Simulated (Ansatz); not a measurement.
Si3Bi4O12:
```yaml
crystal:
  lattice:
    - [-5.14011, 5.14011, 5.14011]
    - [5.14011, -5.14011, 5.14011]
    - [5.14011, 5.14011, -5.14011]
  atoms:
    - { symbol: Si, position: [0.62500, 0.37500, 0.25000] }
    - { symbol: Si, position: [0.87500, 0.12500, 0.75000] }
    - { symbol: Si, position: [0.25000, 0.62500, 0.37500] }
    - { symbol: Si, position: [0.75000, 0.87500, 0.12500] }
    - { symbol: Si, position: [0.37500, 0.25000, 0.62500] }
    - { symbol: Si, position: [0.12500, 0.75000, 0.87500] }
    - { symbol: Bi, position: [0.50000, 0.00000, 0.33533] }
    - { symbol: Bi, position: [0.00000, 0.83533, 0.50000] }
    - { symbol: Bi, position: [0.16467, 0.16467, 0.16467] }
    - { symbol: Bi, position: [0.83533, 0.50000, 0.00000] }
    - { symbol: Bi, position: [0.00000, 0.33533, 0.50000] }
    - { symbol: Bi, position: [0.50000, 0.00000, 0.83533] }
    - { symbol: Bi, position: [0.33533, 0.50000, 0.00000] }
    - { symbol: Bi, position: [0.66467, 0.66467, 0.66467] }
    - { symbol: O, position: [0.34945, 0.19140, 0.41921] }
    - { symbol: O, position: [0.80860, 0.72781, 0.15805] }
    - { symbol: O, position: [0.27219, 0.93023, 0.08079] }
    - { symbol: O, position: [0.06977, 0.65055, 0.34195] }
    - { symbol: O, position: [0.15055, 0.56977, 0.84195] }
    - { symbol: O, position: [0.69140, 0.84945, 0.91921] }
    - { symbol: O, position: [0.22781, 0.30860, 0.65805] }
    - { symbol: O, position: [0.43023, 0.77219, 0.58079] }
    - { symbol: O, position: [0.41921, 0.34945, 0.19140] }
    - { symbol: O, position: [0.15805, 0.80860, 0.72781] }
    - { symbol: O, position: [0.08079, 0.27219, 0.93023] }
    - { symbol: O, position: [0.34195, 0.06977, 0.65055] }
    - { symbol: O, position: [0.84195, 0.15055, 0.56977] }
    - { symbol: O, position: [0.91921, 0.69140, 0.84945] }
    - { symbol: O, position: [0.65805, 0.22781, 0.30860] }
    - { symbol: O, position: [0.58079, 0.43023, 0.77219] }
    - { symbol: O, position: [0.19140, 0.41921, 0.34945] }
    - { symbol: O, position: [0.72781, 0.15805, 0.80860] }
    - { symbol: O, position: [0.93023, 0.08079, 0.27219] }
    - { symbol: O, position: [0.65055, 0.34195, 0.06977] }
    - { symbol: O, position: [0.56977, 0.84195, 0.15055] }
    - { symbol: O, position: [0.84945, 0.91921, 0.69140] }
    - { symbol: O, position: [0.30860, 0.65805, 0.22781] }
    - { symbol: O, position: [0.77219, 0.58079, 0.43023] }
```

Tensor components refer to the Cartesian frame of this cell.

Give the proper piezoelectric stress tensor with relaxed ions from DFT-PBEsol in the program Ansatz with PAW potentials.

In C/m², rows x, y, z, Voigt columns; mesh uncertainty up to 0.00.
```
 0.00   0.00   0.00  -0.06   0.00   0.00
 0.00   0.00   0.00   0.00  -0.06   0.00
 0.00   0.00   0.00   0.00   0.00  -0.06
```

The elastic tensor of the same run (GPa):

```
 141  27.1  27.1   0.0   0.0   0.0
27.1   141  27.1   0.0   0.0   0.0
27.1  27.1   141   0.0   0.0   0.0
 0.0   0.0   0.0  50.5   0.0   0.0
 0.0   0.0   0.0   0.0  50.5   0.0
 0.0   0.0   0.0   0.0   0.0  50.5
```

Convert to strain constants d = e·S.

In pC/N:
```
 0.0   0.0   0.0  -1.3   0.0   0.0
 0.0   0.0   0.0   0.0  -1.3   0.0
 0.0   0.0   0.0   0.0   0.0  -1.3
```

Space group I-43d. The workflow started from a Materials Project entry (that database holds measured and hypothetical structures alike); the Crystallography Open Database files this formula in space group No. 220, but the cells were not matched. Its standing as an ambient phase is unchecked. The PBEsol relaxation kept the symmetry of its start; its stability against distortions is not shown here. Signs of piezoelectric constants follow the polarity of the cell as given. Scalar-relativistic: spin–orbit coupling is off unless named, which matters more the heavier the elements.

Potentials: the later of the program's two PAW sets.
